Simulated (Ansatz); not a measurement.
BeAlNO:
Space group P3m1 (No. 156); a = 2.984 Å, b = 2.984 Å, c = 4.652 Å, α = 90.00°, β = 90.00°, γ = 120.00°

```csv
atom,site,symmetry,x,y,z
Al,1b,3m.,0.3333,0.6667,0.5113
Be,1c,3m.,0.6667,0.3333,0.9917
O,1b,3m.,0.3333,0.6667,0.1131
N,1c,3m.,0.6667,0.3333,0.6340
```

Relaxed with PBEsol.

Task: Decompose the optical modes at the zone centre into irreducible representations, and say which are infrared and Raman allowed.

Result: Point group 3m: Γ_opt = 3A1 + 3E. Infrared: A1, E. Raman: A1, E.

Task: Assign frequencies (DFPT, the program Ansatz at the PBEsol level (PAW); without the LO–TO term).

Result: E 274, E 348, A1 578, A1 697, A1 799, E 801 cm⁻¹.

The start of the workflow was typed in or built on a structure type; neither database checked (COD, Materials Project) lists it. Whether it is the stable phase at ambient conditions was not checked. The cell was relaxed with PBEsol under the symmetry of its start; its stability against distortions is not shown here.

Potentials: the earlier of the program's two PAW sets. The files were generated under PBE; for other functionals the program regenerates the frozen cores, and for LDA and PBEsol the local potential too.
